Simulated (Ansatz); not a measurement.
This run works on a generated trial structure, not on a known crystal.

Input and command of a plane-wave DFT calculation in Ansatz:

```yaml
crystal:
  lattice:
    - [4.10374841, 0.0, 0.0]
    - [-2.0518742, 3.55395037, 0.0]
    - [0.0, 0.0, 11.87321163]
  atoms:
    - { symbol: Zr, position: [0.33333333, 0.66666667, 0.11685836] }
    - { symbol: Zr, position: [0.33333333, 0.66666667, 0.62798248] }
    - { symbol: Zr, position: [0.33333333, 0.66666667, 0.37201752] }
    - { symbol: Zr, position: [0.33333333, 0.66666667, 0.88314164] }
    - { symbol: Ag, position: [0.0, 0.0, 0.0] }
    - { symbol: Se, position: [0.0, 0.0, 0.5] }
    - { symbol: Se, position: [0.66666667, 0.33333333, 0.24650264] }
    - { symbol: Se, position: [0.66666667, 0.33333333, 0.75349736] }
basis:
  ecutwfc: 420
kpoints:
  mp_grid: { grid: [5, 5, 2] }
hamiltonian:
  xc: pbe
scf:
  occupations: { method: gaussian, width: 0.2 }
  lower_state_search: "off"
output:
  forces: true
  stress: true
  eigenvalues: true
relax:
  adjacent_minimum: "off"
  f_tol: 0.08
  max_steps: 16
  cell: { stress_tol: 0.8 }
```

```bash
ansatz run input.yaml --threads 1 --pin off --max-ram 2560MiB --backend cpu --events-out ev --progress --plain --runs-dir out
```

Processor: Intel(R) Xeon(R) Processor @ 2.70GHz, 1 thread, on a host shared with other jobs.

Problem. Estimate time, memory and problem size.

Solution. About 3.8 min, peak memory 0.5 GiB. It solves 69 bands at 10 k points (after reduction by symmetry) with about 3225 plane waves (on the last cell), in 103 SCF iterations over 13 ionic steps.
